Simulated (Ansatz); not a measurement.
Computed with Ansatz (plane waves, PAW, 420 eV cutoff): PBE, scalar-relativistic, no spin polarisation, Γ-centred 10×10×8 mesh, 0.05 eV Gaussian smearing; PAW files: Ansatz's generated set soft_2.

A crystal of composition XP, relaxed at this level of theory, gives this pattern between 10° and 80°.

Cu Kα1 powder pattern (kinematic, no thermal factors).
| 2θ (°) | relative intensity |
| --- | --- |
| 27.45 | 100 |
| 32.71 | 3 |
| 35.31 | 15 |
| 45.29 | 74 |
| 48.53 | 35 |
| 56.66 | 14 |
| 61.43 | 19 |
| 68.55 | 22 |
| 74.67 | 3 |
| 77.77 | 12 |

**Question.** Which lattice and cell does the pattern come from?

**Answer.** Hexagonal, space group P6_3/mmc (No. 194), a = 3.749 Å, b = 3.749 Å, c = 5.080 Å, α = 90.00°, β = 90.00°, γ = 120.00°. The line positions fix the lattice at most, not the space group, and lines under 1 % of the strongest aren't listed; this is the group of the computed cell.

The calculation on XP, where X is one element, gave:

```
Band gap                                              : zero (metallic)
Density of states at the Fermi level                  : 0.87 states/(eV·atom)
Bader charges                                         : X 0.52; P -0.52 e
Formation energy from the elements (0 K, uncorrected) : 0.07 eV/atom (unstable against the elements)
Bulk modulus (Birch–Murnaghan)                        : 210 GPa
```

Sites: X on 2a, P on 2c.

**Question.** Which element is X?
A. Re
B. Os
C. Ir
D. Ta

**Answer.** A. X is Re, so the compound is ReP.

This is a trial structure made by placing the elements on a prototype's sites, so it needn't be the stable form.

Scalar-relativistic only: spin–orbit splittings of the heavy atoms' levels are missing.
